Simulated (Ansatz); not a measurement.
La:
```cif
data_La2
_chemical_formula_sum 'La2'
_space_group_name_H-M_alt 'P63/mmc'
_space_group_IT_number 194
_space_group_name_Hall '-P 6c 2c'
_cell_length_a 3.77165
_cell_length_b 3.77165
_cell_length_c 6.09998
_cell_angle_alpha 90.000
_cell_angle_beta 90.000
_cell_angle_gamma 120.000
loop_
_atom_site_label
_atom_site_type_symbol
_atom_site_symmetry_multiplicity
_atom_site_Wyckoff_symbol
_atom_site_fract_x
_atom_site_fract_y
_atom_site_fract_z
_atom_site_occupancy
La1 La 2 c 0.33333 0.66667 0.25000 1
```

Relaxed at zero pressure with the program Ansatz at the PBE level (PAW).

**Question.** The volume is raised by 9 % and shape and atoms relax at that volume. What pressure results, and how do the axes share the change?

**Answer.** -2.0 GPa; a 3.2 %, b 3.2 %, c 2.2 %; the energy rises by 22 meV/atom.

**Question.** Give the new structure.

**Answer.** 
Space group P6₃/mmc (No. 194); a = b = 3.894 Å, c = 6.237 Å, α = β = 90.00°, γ = 120.00°

```csv
atom,site,symmetry,x,y,z
La,2c,-6m2,0.3333,0.6667,0.2500
```

The phase is kept; no other phase was compared at this pressure.

Space group P6_3/mmc. The workflow started from an entry of the Crystallography Open Database (COD). Its sites differ from those of the usual phase in this space group: another stacking or structure type. The PBE relaxation kept the symmetry of its start; whether a distortion lowers the energy is not shown. Axis ratios of metals converge slowly with the k-mesh, so a and c are less sure than the volume. Spin–orbit coupling is left out wherever it is not named.

Potentials: the earlier of the program's two PAW sets.
